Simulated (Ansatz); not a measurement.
Simulated (Ansatz). Plane-wave DFT: an element X is put into a periodic supercell of the crystal below and the atoms relax. X is one of the candidates, and is told by the neutral defect's formation energy over the elements (uncorrected), its moments where the run had spin, and its relaxed neighbours, eight at most.

```
cell
1.0
     0.0000    3.4484    3.4484
     3.4484    0.0000    3.4484
     3.4484    3.4484    0.0000
Lu Ni Sn
1 4 1
Direct
  0.0000 0.0000 0.0000
  0.3753 0.8742 0.3753
  0.3753 0.3753 0.8742
  0.3753 0.3753 0.3753
  0.8742 0.3753 0.3753
  0.7500 0.7500 0.7500
```

| quantity | value |
| --- | --- |
| host atoms in supercell | 24 |
| functional | PBEsol |
| wave cutoff | 420 eV |
| k mesh | 3, 3, 3 |
| k shift | 0, 0, 0 mesh steps |
| gaussian smearing | 0.05 eV |
| start displacement | 0 angstrom |
| electrons started on | no chosen atoms |
| candidate elements | Na, P, Cu, Se, Br, Nb |
| found formation energy | 1.183 eV |
| found largest move from host sites | 0.046 angstrom |

```csv
supercell vector,supercell times a (host cell vectors),supercell times b (host cell vectors),supercell times c (host cell vectors)
A,-1,1,1
B,-1,1,-1
C,-1,-1,1
```

```csv
change element,change kind,change place a (host cell vectors),change place b (host cell vectors),change place c (host cell vectors)
X,on Lu,0,0,0
```

```json
{"found neighbour element": "Ni", "found neighbour distance (angstrom)": "2.814"}
{"found neighbour element": "Ni", "found neighbour distance (angstrom)": "2.814"}
{"found neighbour element": "Ni", "found neighbour distance (angstrom)": "2.814"}
{"found neighbour element": "Ni", "found neighbour distance (angstrom)": "2.814"}
{"found neighbour element": "Ni", "found neighbour distance (angstrom)": "2.814"}
{"found neighbour element": "Ni", "found neighbour distance (angstrom)": "2.814"}
{"found neighbour element": "Ni", "found neighbour distance (angstrom)": "2.814"}
{"found neighbour element": "Ni", "found neighbour distance (angstrom)": "2.814"}
```

Q: Which element is X?

A: Nb.

Caveats: a metal with Cr, Mn, Fe, Co or Ni was run without spin, and may be magnetic; the atoms kept the symmetry of the start, so a distorted state could lie lower; the supercell is small.
